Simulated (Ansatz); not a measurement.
## MoS2 with Si replacing Mo: gradients before and after relaxing the atoms

Start: a supercell of MoS2 (space group P6_3/mmc) built from an entry of the Crystallography Open Database (COD), with all atoms left at the host's positions.

Space group P-6m2 (No. 187); a = 6.3380, c = 12.3240 Å, γ = 120.00°.

```
site  Wyckoff  site symmetry       x       y       z
  Si       1a           -6m2  0.0000  0.0000  0.0000
 Mo2       3j            mm2  0.0000  0.5000  0.0000
 Mo5       3k            mm2  0.1667  0.8333  0.5000
 Mo8       1f           -6m2  0.6667  0.3333  0.5000
  S9       2g            3m.  0.0000  0.0000  0.3730
 S10       6n            .m.  0.0000  0.5000  0.3730
 S13       6n            .m.  0.1667  0.8333  0.8730
 S16       2i            3m.  0.6667  0.3333  0.8730
```

One atom of each set is listed.

Computed with Ansatz: DFT, PBE, plane waves and PAW, scalar-relativistic, 420 eV cutoff, Γ-centred 4×4×2 k-points, Fermi–Dirac smearing 0.01 eV.

The largest force at the start is 0.89 eV/Å. Relaxing the ions at fixed cell moves them by 0.076 Å at most (atom 21, S) and 0.039 Å rms.

```tsv
site	moved (Å)	first shell before	first shell after	V_zz before (10²¹ V/m²)	η before
Si	0.000	6 S at 2.41 Å	6 S at 2.33 Å	-1.92	0.00
Mo2	0.027	6 S at 2.41 Å	6 S at 2.40 Å	-11.08	0.34
Mo5	0.000	6 S at 2.41 Å	6 S at 2.40–2.41 Å	-7.51	0.00
Mo8	0.000	6 S at 2.41 Å	6 S at 2.41 Å	-7.29	0.00
S9	0.005	3 Mo at 2.41 Å	3 Mo at 2.40 Å	-5.28	0.00
S10	0.003	3 Mo at 2.41 Å	3 Mo at 2.41 Å	-5.09	0.01
S13	0.076	2 Mo at 2.41 Å, 1 Si at 2.41 Å	1 Si at 2.33 Å, 2 Mo at 2.40 Å	-3.29	0.26
S16	0.014	3 Mo at 2.41 Å	3 Mo at 2.40 Å	-6.10	0.00
```

Task: What are V_zz and η after the relaxation?

Result: 

| site | V_zz after | η after | change of V_zz |
| --- | --- | --- | --- |
| Si | -2.20 | 0.00 | -0.28 |
| Mo2 | -11.43 | 0.51 | -0.35 |
| Mo5 | -7.47 | 0.00 | +0.04 |
| Mo8 | -7.33 | 0.00 | -0.04 |
| S9 | -5.32 | 0.00 | -0.04 |
| S10 | -5.16 | 0.01 | -0.07 |
| S13 | -4.38 | 0.02 | -1.09 |
| S16 | -5.91 | 0.00 | +0.19 |

The largest change of V_zz is on S13, from -3.29 to -4.38. In per cent, |V_zz| changes by 0 to +3 on Mo, -3 to +33 on S (all sites that start above 2). Where |V_zz| stays above 0.1, η moves most on S13, from 0.26 to 0.02.

The run isn't spin-polarised, and a state with spin may lie lower. The defect repeats with the cell of 24 atoms, so it feels its images: sites between two images don't show the values beside a lone defect, and zeros or small values of η there can come from the images' arrangement. Mo and S carry a gradient in the pure host already, so the values there aren't the defect's effect alone. The defect cell has no gap above 0.1 eV on its mesh, so the values can hang on the smearing and the k-mesh. Without spin–orbit coupling (the program notes it for Mo) the gradients can shift somewhat, as the gap is small.
Before: The neighbours have not yet relaxed around the defect (largest force 0.89 eV/Å), so a real crystal will differ.
After: The relaxation keeps the site symmetry -6m2 of the start, so the impurity can't leave its site; a distortion that would localise the partly filled state isn't explored.
